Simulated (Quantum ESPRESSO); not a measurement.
## GaLi2Zr3Mo2 (one composition in several site orders)

A calculation, not a measurement. The program is pw.x of Quantum ESPRESSO 7.5 (plane-wave density functional theory). The cell is made up: eight metal atoms on a hexagonal close-packed lattice, with elements, volume, strain and displacements drawn at random and not relaxed, so it may be unstable or far from any real phase. PseudoDojo standard norm-conserving files set the functional (PBE unless stated); there is no spin polarisation or spin-orbit coupling, the Fermi-Dirac width of 0.25 eV means electrons at about 2900 K, and the masses in the input are unused placeholders. A spin test at this wide smearing found no moment, but such smearing suppresses magnetism that the real alloy may have.

The runs put one composition on the sites in different orders. Cell, positions, cutoff, mesh and smearing stay as in the input of run 1; sites are counted in its order. Stress in the tables is positive in tension.

Input of run 1:

```
&control calculation='scf', pseudo_dir='./dojo.nc.sr.pbe.v0_5.standard.upf', outdir='./o', disk_io='medium', tprnfor=.true., tstress=.true. /
&system ibrav=0, nat=8, ntyp=4, nbnd=56, ecutwfc=79.96652505, nosym=.true., tot_charge=0,
 occupations='smearing', smearing='fd', degauss=0.0183746611
/
&electrons conv_thr=1.470e-08, electron_maxstep=70, mixing_beta=0.5 /
ATOMIC_SPECIES
Ga 1.0 Ga.upf
Li 1.0 Li.upf
Mo 1.0 Mo.upf
Zr 1.0 Zr.upf
CELL_PARAMETERS angstrom
-2.9708 0.0 0.0
0.0 5.1456 0.0
1.4854 -2.5728 -9.7028
ATOMIC_POSITIONS angstrom
Ga 0.0366 -0.0573 -0.0433
Li 0.0075 1.7289 -2.3133
Li 0.0194 -0.1284 -4.6875
Zr -0.1101 1.8559 -7.3834
Mo -1.4688 2.4522 0.0585
Mo -1.5977 4.3279 -2.3795
Zr -1.4195 2.7293 -4.8987
Zr -1.3918 -0.8251 -7.3612
K_POINTS automatic
8 5 3 1 1 1
```

```
run  elements on sites 1 to 8  free energy less that of run 1 (eV)  -TS (eV)  pressure (GPa)  stress xx (GPa)  stress yy (GPa)  stress zz (GPa)  stress yz (GPa)  stress xz (GPa)  stress xy (GPa)  iterations
  1   Ga Li Li Zr Mo Mo Zr Zr                                0.000    -1.725            0.85             0.08            -1.95            -0.67             0.81            -0.03             1.35          19
  2   Li Zr Li Mo Zr Ga Mo Zr                               -0.635    -1.637            0.31             0.63            -1.14            -0.41             1.38            -0.42             0.04          19
  3   Zr Ga Zr Zr Li Mo Li Mo                               -0.875    -1.629            0.87            -1.01             0.78            -2.36             1.49            -0.22             0.29          17
  4   Li Zr Ga Li Zr Mo Mo Zr                               -0.550    -1.581            0.10            -0.15             0.92            -1.06            -1.30             0.27             0.75          17
  5   Li Zr Mo Zr Zr Mo Li Ga                               -0.969    -1.679           -0.48             0.12             0.69             0.64            -1.53             1.02             0.65          18
  6   Mo Mo Li Ga Zr Zr Li Zr                               -1.464    -1.622            4.72            -4.78            -0.80            -8.57             1.95            -0.46             0.30          18
```

Forces Fx Fy Fz (eV/Å):

| site | run 1 | run 2 | run 3 | run 4 | run 5 | run 6 |
| --- | --- | --- | --- | --- | --- | --- |
| 1 | -0.25 0.02 -1.25 | -0.15 -0.40 -0.13 | -0.37 -0.17 -0.92 | -0.16 -0.32 0.14 | -0.24 -0.08 -0.22 | -0.10 -0.10 1.09 |
| 2 | -0.09 -0.09 0.03 | -0.22 0.60 -1.73 | -0.01 0.59 -0.39 | -0.13 -0.12 -1.88 | -0.19 -0.15 -1.92 | -0.17 -0.23 -0.44 |
| 3 | 0.05 1.19 0.06 | 0.04 0.77 -0.02 | 0.14 0.59 -0.71 | -0.02 0.84 -0.23 | 0.41 0.37 -0.05 | -0.06 0.80 -0.61 |
| 4 | 0.69 -1.04 -0.33 | 0.15 -0.22 0.80 | 0.50 -0.84 1.90 | 0.37 -0.42 0.32 | 0.44 -0.64 1.01 | 0.48 -0.77 0.12 |
| 5 | 0.05 0.88 -1.08 | 0.20 1.00 -0.41 | 0.12 0.36 -0.48 | 0.18 0.74 -0.45 | 0.36 0.67 0.25 | 0.27 0.34 -1.00 |
| 6 | 0.12 -0.76 0.69 | 0.30 -0.44 -0.26 | 0.00 0.00 -0.11 | 0.19 -0.35 -0.38 | -0.10 0.10 -0.62 | 0.10 0.35 -0.23 |
| 7 | -0.16 -0.96 1.66 | 0.06 -1.09 -0.55 | -0.14 -0.95 0.43 | -0.07 -0.53 0.30 | -0.16 -0.53 0.11 | -0.04 -0.81 -0.06 |
| 8 | -0.42 0.77 0.21 | -0.38 -0.22 2.30 | -0.24 0.40 0.28 | -0.37 0.15 2.19 | -0.52 0.26 1.45 | -0.49 0.43 1.12 |

The sites are displaced and not relaxed, so the energy differences mix bonding between neighbours with strain and are not ordering energies. A rerun of one cell of this series at a higher cutoff and on a denser mesh moved values by no more than 0.006 eV in energy, 0.03 GPa in stress and 0.014 eV/Å in force, and a second program with other atomic files agreed on that cell to 2 % rms in force and 0.5 GPa in pressure.